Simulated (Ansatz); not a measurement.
BN:
```cif
data_B2N2
_chemical_formula_sum 'B2 N2'
_space_group_name_H-M_alt 'P63/mmc'
_space_group_IT_number 194
_space_group_name_Hall '-P 6c 2c'
_cell_length_a 2.50644
_cell_length_b 2.50644
_cell_length_c 6.61708
_cell_angle_alpha 90.000
_cell_angle_beta 90.000
_cell_angle_gamma 120.000
loop_
_atom_site_label
_atom_site_type_symbol
_atom_site_symmetry_multiplicity
_atom_site_Wyckoff_symbol
_atom_site_fract_x
_atom_site_fract_y
_atom_site_fract_z
_atom_site_occupancy
B1 B 2 c 0.33333 0.66667 0.25000 1
N1 N 2 d 0.66667 0.33333 0.25000 1
```

Relaxed with PBE+D3(BJ). The program Ansatz at the PBE+D3(BJ) level (PAW) gives a gap of 4.23 eV.

Q: What gap does HSE06 give on the same cell (Ansatz, PAW)?

A: 5.53 eV, 1.31 eV more. The hybrid was solved on a coarser mesh and at special points; its gap is the smallest among all of these.

| k | v1 PBE+D3(BJ) | c1 PBE+D3(BJ) | v1 HSE06 | c1 HSE06 |
|---|---|---|---|---|
| Γ | -1.34 | 5.24 | ___ | ___ |
| A | -1.36 | 7.61 | ___ | ___ |
| K | -0.13 | 4.81 | ___ | ___ |
| H | -0.05 | 4.59 | -0.05 | 5.99 |
| M | -0.47 | 4.23 | -0.52 | 5.53 |
| L | -0.96 | 4.69 | ___ | ___ |

Q: Top valence (v1) and lowest conduction level (c1) in eV from each method's valence maximum (which need not be a listed point): supply the withheld HSE06 values.

A: 
- A, v1 HSE06: -1.61
- A, c1 HSE06: 8.98
- Γ, v1 HSE06: -1.59
- Γ, c1 HSE06: 6.41
- K, v1 HSE06: -0.13
- K, c1 HSE06: 6.24
- L, v1 HSE06: -1.04
- L, c1 HSE06: 6.02

Cost on shared cores: the PBE+D3(BJ) run (SCF on a 13×13×4 mesh, then bands and DOS) roughly 11 core-seconds, the HSE06 run (SCF on 9×9×3, then a few points) around 90 core-seconds (rough); the tasks are unlike.

Space group P6_3/mmc. The PBE+D3(BJ) relaxation kept the symmetry of its start; phonons on a q-mesh show no instability.

Potentials: the later of the program's two PAW sets.
